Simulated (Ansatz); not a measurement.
**Si₂Mo: from a starting cell to a relaxed one**

The start is a generated cell, Si2Mo built in the C49 structure type. A full variable-cell relaxation at zero pressure is run with PBEsol (plane waves to 420 eV, PAW, scalar-relativistic; Ansatz, a quantum-chemistry and plane-wave program). The first steps use a coarse 7×7×7 k-mesh.

Input geometry:
```
Si2Mo
1.0
    1.75444    -6.92370     0.00000
    1.75444     6.92370     0.00000
    0.00000     0.00000     3.45244
Si Mo
4 2
Direct
  0.93900   0.06100   0.75000
  0.06100   0.93900   0.25000
  0.25000   0.75000   0.75000
  0.75000   0.25000   0.25000
  0.60400   0.39600   0.75000
  0.39600   0.60400   0.25000
```

What is the largest force in the starting geometry, and on which atom (counted from 1)?

About 1.5 eV/Å, on Mo5, Mo6 (atoms numbered as listed).

How does the volume change?

-2.6 %, from 13.98 to 13.61 Å³/atom.

How do the shortest distances between atoms change?

The closest pairs of elements (up to four, under 3.6 Å), start → end: Si–Si 2.42 → 2.43 Å; Mo–Si 2.53 → 2.55 Å; Mo–Mo 3.36 → 3.14 Å.

Write out the relaxed structure.


```cif
data_Mo4Si8
_chemical_formula_sum 'Si8 Mo4'
_space_group_name_H-M_alt 'Cmcm'
_space_group_IT_number 63
_space_group_name_Hall '-C 2c 2'
_cell_length_a 3.95362
_cell_length_b 12.65710
_cell_length_c 3.26354
_cell_angle_alpha 90.000
_cell_angle_beta 90.000
_cell_angle_gamma 90.000
loop_
_atom_site_label
_atom_site_type_symbol
_atom_site_symmetry_multiplicity
_atom_site_Wyckoff_symbol
_atom_site_fract_x
_atom_site_fract_y
_atom_site_fract_z
_atom_site_occupancy
Si1 Si 4 c 0.00000 0.07124 0.25000 1
Si2 Si 4 c 0.00000 0.23878 0.75000 1
Mo1 Mo 4 c 0.00000 0.39399 0.25000 1
```
(The calculation used a cell of 6 atoms; values per cell refer to that cell.)

The space group stays Cmcm (No. 63) (the run could not lower it); the end is AFLOW prototype A2B_oC12_63_2c_c (C49, as in ZrSi2), with 6 atoms in the primitive cell. Final values are on a 12×12×14 k-mesh of the relaxed cell. No spin polarisation in the result.

The run could not lose the symmetry of its start, so the end can be a saddle point.

The relaxed structure here is a generated cell of Si2Mo: the first start was made by placing the elements on the sites of a structure type, and the end was not matched to a known phase here, so it may be hypothetical. Known forms of Si2Mo include space group No. 139.
